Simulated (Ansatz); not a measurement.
Theory: DFT PBE, scalar-relativistic, plane waves, PAW (Ansatz). All cells share a 420 eV cutoff and Γ-centred k meshes spaced at most about 0.3 Å⁻¹ (about 0.25 or finer for metals, 2π included). Collinear spin in cells that started with moments and kept them past the coarse steps, no spin elsewhere.

Each of these unrelaxed guesses is relaxed in cell and atoms within its symmetry. A guess keeps its type if space group and coordination stay and the shape of the cell changes little (axis ratios within about 15 %, angles within 6°); the volume may change.

1. Fe3CoGe4 (collinear spin from parallel moments)

Space group C2/m (No. 12). a = 12.056 Å, b = 4.105 Å, c = 5.067 Å, α = 90.00°, β = 104.13°, γ = 90.00°
```json
{"atom": "Fe", "site": "2a", "symmetry": "2/m", "x": "0.0000", "y": "0.0000", "z": "0.0000"}
{"atom": "Fe", "site": "4i", "symmetry": "m", "x": "0.2941", "y": "0.5000", "z": "0.6357"}
{"atom": "Co", "site": "2c", "symmetry": "2/m", "x": "0.0000", "y": "0.0000", "z": "0.5000"}
{"atom": "Ge", "site": "4i", "symmetry": "m", "x": "0.1877", "y": "0.0000", "z": "0.8489"}
{"atom": "Ge", "site": "4i", "symmetry": "m", "x": "0.4313", "y": "0.0000", "z": "0.7074"}
```

2. KNb3O (collinear spin from parallel moments)

Space group Cmmm (No. 65). a = 5.302 Å, b = 7.907 Å, c = 5.100 Å, α = 90.00°, β = 90.00°, γ = 90.00°
```json
{"atom": "K", "site": "2b", "symmetry": "mmm", "x": "0.5000", "y": "0.0000", "z": "0.0000"}
{"atom": "Nb", "site": "4i", "symmetry": "m2m", "x": "0.5000", "y": "0.3530", "z": "0.0000"}
{"atom": "Nb", "site": "2c", "symmetry": "mmm", "x": "0.5000", "y": "0.0000", "z": "0.5000"}
{"atom": "O", "site": "2d", "symmetry": "mmm", "x": "0.0000", "y": "0.0000", "z": "0.5000"}
```

Problem. Which guesses survive the relaxation?

Solution. Guess 1 keeps its type.

| guess | kept | start group | end group | V start (Å³/atom) | V end | b/a and c/a, end over start | nearest neighbours start | nearest neighbours end |
| --- | --- | --- | --- | --- | --- | --- | --- | --- |
| 1 | yes | C2/m | C2/m | 15.2 | 13.9 | 0.96, 0.97 | Co 10, Fe 10/11, Ge 7/8 | Co 10, Fe 10/11, Ge 7/8 |
| 2 | no | Cmmm | Cmmm | 21.4 | 42.1 | 2.74, 1.94 | K 8, Nb 1/4, O 6 | K 12, Nb 2, O 2 |

Neighbours count within 15 % of an atom's shortest distance; end groups are read at 0.02 Å (0.05 Å in metals).

Another magnetic order may lie lower. Cells relaxed within their symmetry can be saddle points.

In counts of neighbours, a slash parts the counts of unlike sites.
